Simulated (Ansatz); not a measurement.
RbTl₃: clamped-ion strain scan

Computed with Ansatz, DFT r2SCAN, scalar-relativistic, plane waves, PAW. The runs took a 500 eV cutoff, a Γ-centred 10×10×10 mesh and Gaussian smearing (0.15 eV). Spin–orbit coupling is left out, which can shift energies with elements as heavy as these. No spin polarisation. Energies are free energies at this smearing, counted from the undisturbed cell; pressure is positive in compression.

Zero of the scan (relaxed at this level; it needn't be the usual structure):

```
CELL_PARAMETERS angstrom
0.00000 4.03885 4.03885
4.03885 0.00000 4.03885
4.03885 4.03885 0.00000
ATOMIC_POSITIONS crystal
Rb 0.00000 0.00000 0.00000
Tl 0.25000 0.25000 0.25000
Tl 0.75000 0.75000 0.75000
Tl 0.50000 0.50000 0.50000
```

The cell is strained by ε times the Voigt pattern (0, 0, 1, 0, 0, 0) (xx, yy, zz, yz, xz, xy; engineering shear) with fractional coordinates fixed. The cell is metallic on the mesh throughout.

```csv
ε,ΔE (meV/atom),"stress summed along the pattern (GPa, tension positive)",pressure (GPa)
-0.0400,5.3,-1.36,1.0
-0.0200,1.3,-0.62,0.5
0.0000,0.0,-0.01,0.0
0.0100,0.2,0.25,-0.2
0.0300,?,0.70,?
0.0400,3.9,0.90,-0.7
```

Question: Give the withheld values.

Answer: ΔE (meV/atom) at ε = 0.0300: 2.2; pressure (GPa) at ε = 0.0300: -0.6.

Cost: 6 runs of about 3.7 core-minutes in all, on Arm Neoverse V2 (shared hosts).